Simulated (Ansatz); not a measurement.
Space group R-3m:H (No. 166). a = 2.762 Å, b = 2.762 Å, c = 14.877 Å, α = 90.00°, β = 90.00°, γ = 120.00°
```json
{"atom": "Li", "site": "3a", "symmetry": "-3m", "x": "0.0000", "y": "0.0000", "z": "0.0000"}
{"atom": "V", "site": "3b", "symmetry": "-3m", "x": "0.6667", "y": "0.3333", "z": "0.8333"}
{"atom": "O", "site": "6c", "symmetry": "3m", "x": "0.3333", "y": "0.6667", "z": "0.9135"}
```

Equation of state of this LiVO$_{2}$ structure (not necessarily the ground state), with shape and atoms relaxed at each volume where symmetry leaves them free. It has no gap at any of these volumes. These are results of DFT PBEsol, scalar-relativistic, plane waves, PAW in Ansatz 0.2.0, not measurements.

Cutoff 420 eV; k points 18×18×18 on the computed 4-atom cell (Γ-centred); Gaussian smearing, width 0.10 eV; no spin polarisation.

```
V (Å³/atom) E − E(largest V) (meV/atom) P (GPa)
      7.697                         2.75    10.95
      7.942                        -9.29     5.01
      8.188                       -12.96    -0.03
      8.434                        -9.51    -4.30
      8.679                         0.00    -7.94
```

Fit a third-order Birch–Murnaghan equation to E(V).

V0 = 8.18 Å³/atom, B0 = 155 GPa, B0' = 4.4.

Spin polarisation was left out, and a magnetic state may lie lower.

Cost: 5 runs of about 15 core-minutes in all, on Intel Xeon Processor @ 2.50GHz (Skylake/Cascade Lake) (shared hosts).